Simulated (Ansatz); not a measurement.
What is wrong with this input? (VN$_{2}$)

The input below was meant for crystalline VN$_{2}$, with PBEsol, plane waves and PAW in Ansatz.

```yaml
crystal:
  lattice:
    - [-2.15075, 2.15075, 2.49135]
    - [2.15075, -2.15075, 2.49135]
    - [2.15075, 2.15075, -2.49135]
  atoms:
    - { symbol: V, position: [0.25, 0.25, 0.0] }
    - { symbol: V, position: [0.75, 0.75, 0.0] }
    - { symbol: "N", position: [0.1151, 0.6151, 0.7302] }
    - { symbol: "N", position: [0.6151, 0.8849, 0.5] }
    - { symbol: "N", position: [0.8849, 0.3849, 0.2698] }
    - { symbol: "N", position: [0.3849, 0.1151, 0.5] }
basis:
  ecutwfc: 420
kpoints:
  mp_grid: { grid: [12, 12, 12] }
hamiltonian:
  xc: pbesol
  hubbard: { sites: [{ species: Fe, l: d, u_eff: 4.0 }] }
scf:
  occupations: { method: gaussian, width: 0.1 }
output:
  forces: true
  stress: true
  eigenvalues: true
```

Command:

```bash
ansatz run input.yaml --threads 1 --pin off --max-ram 2560MiB --backend cpu --events-out ev --progress --plain --runs-dir out
```

The program printed:

```text
Error: inconsistent input (hamiltonian.hubbard.sites[].species, crystal.atoms): hamiltonian.hubbard: Fe is not a species of this cell
```

Problem. Name the fault and the cure.

Solution. The fault is a Hubbard U on a species that isn't in the cell. The entry names no atom of the cell. The cure is the entry removed.

Mended input, as a difference:

```diff
 hamiltonian:
-  hubbard: { sites: [{ species: Fe, l: d, u_eff: 4.0 }] }
```

Result of the mended run: a pressure of -11.60 GPa, a largest force of 0.460 eV/Å, no gap.

Time of the mended run: 36 s on 1 thread of Intel(R) Xeon(R) Processor @ 2.50GHz (Skylake/Cascade Lake), on a shared host, peak memory 0.45 GiB.